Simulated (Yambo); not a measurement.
A BSE run in Yambo for AgNO3 (space group R3m, No. 160) (PBEsol bands; 6×6×6 mesh, 10 valence and 3 conduction bands, static screening with 44 bands and a 3 Ry block, scissor 2.48 eV, Tamm-Dancoff; field along x) gives:

```csv
state,energy (eV),states within 2 meV,relative strength,class
1,2.56,1,< 0.01,dark
2,3.78,2,0.01,weak
3,3.97,2,1.00,strong
4,4.02,1,< 0.01,weak
5,4.10,1,< 0.01,dark
```

Axes are Cartesian, with cell vectors (Å) (2.58, 1.49, 2.78), (-2.58, 1.49, 2.78), (0.00, -2.97, 2.78).

Task: What changes when the window shrinks to 10 valence and 2 conduction bands?

Result: The lowest state goes from 2.564 eV to 2.573 eV, and its distance below the direct gap from 2.053 eV to 2.044 eV. These are vertical excitations (zero momentum); the indirect quasiparticle gap, about 4.13 eV, is smaller than the direct one (4.62 eV on the GW mesh). The scissor comes from a G0W0 run whose convergence isn't established.

Spin-orbit coupling is not included.

Geometry relaxed with PBE+D3(BJ); primitive cell a = b = c = 4.073 Å, α = β = γ = 78.42°.
